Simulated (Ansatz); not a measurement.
Equation of state of TiSi$_{2}$

```cif
data_structure
_symmetry_space_group_name_H-M 'Fddd:1'
_symmetry_Int_Tables_number 70
_cell_length_a 4.7730
_cell_length_b 8.2360
_cell_length_c 8.5230
_cell_angle_alpha 90.000
_cell_angle_beta 90.000
_cell_angle_gamma 90.000
_cell_volume 335.04
loop_
_atom_site_label
_atom_site_type_symbol
_atom_site_symmetry_multiplicity
_atom_site_Wyckoff_symbol
_atom_site_fract_x
_atom_site_fract_y
_atom_site_fract_z
_atom_site_occupancy
Ti1 Ti 8 b 0.75000 0.25000 0.25000 1
Si1 Si 16 f 0.75000 0.58300 0.25000 1
```

The runs use the primitive cell with vectors (0.000, 4.118, 4.261), (2.386, 0.000, 4.261), (2.386, 4.118, 0.000) Å, to which the k mesh refers.

The cell is COD entry 1010453, as deposited and not checked against the literature; nothing was relaxed. It is an old determination, and later ones may differ.

All numbers are computed: DFT, PBEsol, all-electron LAPW, scalar-relativistic (Ansatz 0.2.0); DFT, PBEsol, PAW with Ansatz's default frozen-core files, scalar-relativistic (Ansatz 0.2.0).

For LAPW: a Γ-centred 8×8×8 k mesh, Fermi–Dirac smearing of 0.08 eV, basis error target 0.5 meV/atom, no spin polarisation. PAW takes a cutoff of 420 eV at this cell (files made with PBE, cores remade for this functional). The Ansatz runs share mesh, smearing and spin set-up. Plane-wave (PAW) pressures include the program's estimate of the Pulay term.

The cell above is scaled evenly, with fractional coordinates and shape held.

```
V/V(cell)  V (Å³/atom)  P, LAPW (GPa)  P, PAW (GPa)
   0.9600       13.402           4.81          4.82
   0.9900       13.821          -0.22         -0.22
   1.0000       13.960          -1.73         -1.73
   1.0200       14.239          -4.51         -4.51
   1.0600       14.798          -9.26         -9.26
```

**Question.** What do Birch–Murnaghan fits to the pressures give?

**Answer.** LAPW: V0 = 13.80 Å³/atom, B0 = 154 GPa, B0′ = 4.3; PAW: V0 = 13.80 Å³/atom, B0 = 154 GPa, B0′ = 4.3.

PAW's V0 lies 0.00 % from the all-electron value and its B0 0.1 %. With shape and internal coordinates held, B0 is an upper bound to the relaxed modulus.
